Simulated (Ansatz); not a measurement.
SiSnGeC in space group R3m (No. 160; C on 3a, Si on 3a, Ge on 3a, Sn on 3a) under volume change, plane-wave PAW r²SCAN (Ansatz code), shape and atoms relaxed at each volume.

```tsv
V (Å³/atom)	E − E(relaxed) (meV/atom)	P (GPa)
16.845	55.4	11.63
17.401	[?]	[?]
17.956	5.4	3.24
18.511	0.0	-0.01
19.067	4.9	-2.74
19.622	[?]	[?]
```

Task: What belongs in the gaps?

Result: 
- 19.622, E − E(relaxed) (meV/atom): 18.5
- 19.622, P (GPa): -5.04
- 17.401, E − E(relaxed) (meV/atom): 23.2
- 17.401, P (GPa): 7.09

Task: What does a third-order Birch–Murnaghan fit give for V₀, B₀ and B′?

Result: V₀ = 18.51 Å³/atom, B₀ = 99.1 GPa, B′ = 4.6.

The start of the workflow was typed in or built on a structure type; neither database checked (COD, Materials Project) lists it. Its standing as an ambient phase is unchecked. The cell was relaxed with r²SCAN under the symmetry of its start; its stability against distortions is not shown here. The volume moved by 22 % from the start of the relaxation. Its formation energy is positive at this level, so the cell may be metastable or incomplete. Scalar-relativistic: spin–orbit coupling is off unless named, which matters more the heavier the elements.

Potentials: the later of the program's two PAW sets.
